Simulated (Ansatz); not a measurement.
**SnC, first-principles data**

SnC:
```cif
data_C4Sn4
_chemical_formula_sum 'Sn4 C4'
_space_group_name_H-M_alt 'F-43m'
_space_group_IT_number 216
_space_group_name_Hall 'F -4 2 3'
_cell_length_a 5.08768
_cell_length_b 5.08768
_cell_length_c 5.08768
_cell_angle_alpha 90.000
_cell_angle_beta 90.000
_cell_angle_gamma 90.000
loop_
_atom_site_label
_atom_site_type_symbol
_atom_site_symmetry_multiplicity
_atom_site_Wyckoff_symbol
_atom_site_fract_x
_atom_site_fract_y
_atom_site_fract_z
_atom_site_occupancy
Sn1 Sn 4 a 0.00000 0.00000 0.00000 1
C1 C 4 d 0.75000 0.75000 0.75000 1
```
(The calculation used a cell of 2 atoms; values per cell refer to that cell.)

Space group F-43m (No. 216), zinc blende; conventional cell a = b = c = 5.088 Å, α = β = γ = 90.00°.

Method: DFT-PBE in the program Ansatz with PAW potentials. Geometry: relaxed at this level of theory. Other levels are named where they apply.

### Cell and energy

Volume per atom: 16.46 Å³
Density: 6.59 g/cm³
Formation energy from the elements (no fitted shifts): 0.82 eV/atom

### Electronic structure

- Band gap = 0.62 eV (direct)
- Valence-band maximum = at Γ
- Conduction-band minimum = at Γ
- Electron effective mass = 0.061 mₑ (isotropic)
- Electron effective mass with spin–orbit coupling = 0.062 mₑ (isotropic)
- Hole effective mass, band 1 of 3 at the edge = 0.50 along [100], 3.2 along [110], 1.1 along [111] (mₑ)
- Hole effective mass, band 2 of 3 at the edge = 0.50 along [100], 0.50 along [110], 1.1 along [111] (mₑ)
- Hole effective mass, band 3 of 3 at the edge = 0.060 along [100], 0.055 along [110], 0.053 along [111] (mₑ)
- Gap with spin–orbit coupling = 0.60 eV

### Mechanics

- Bulk modulus (Birch–Murnaghan fit) = 122 GPa
- Pressure derivative B′ = 4.7

The start of the workflow was typed in or built on a structure type; neither database checked (COD, Materials Project) lists it. Its standing as an ambient phase is unchecked. The PBE relaxation kept the symmetry of its start; whether a distortion lowers the energy is not shown. Its formation energy is positive at this level, so the cell may be metastable or incomplete. The references are the lowest solids computed at this level, not always the standard phases. Scalar-relativistic: spin–orbit coupling is off unless named, which matters more the heavier the elements.

Potentials: the earlier of the program's two PAW sets.
